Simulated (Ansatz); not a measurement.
Zr (hcp (Mg type), P6_3/mmc) under volume change, DFT-LDA in the program Ansatz with PAW potentials, shape and atoms relaxed at each volume.

| V (Å³/atom) | E − E(relaxed) (meV/atom) | P (GPa) |
|---|---|---|
| 19.825 | 62.8 | 10.92 |
| 20.479 | 26.8 | 6.84 |
| 21.132 | 6.4 | 3.22 |
| 21.786 | 0.0 | 0.00 |
| 22.439 | 6.0 | -2.87 |
| 23.093 | 23.0 | -5.44 |
| 23.747 | 49.9 | -7.71 |

Task: What does a third-order Birch–Murnaghan fit give for V₀, B₀ and B′?

Result: V₀ = 21.78 Å³/atom, B₀ = 101 GPa, B′ = 2.9.

The cell was relaxed with LDA under the symmetry of its start; of distortions, only those at the zone centre were tested. The run is not spin-polarised.

Potentials: the earlier of the program's two PAW sets.
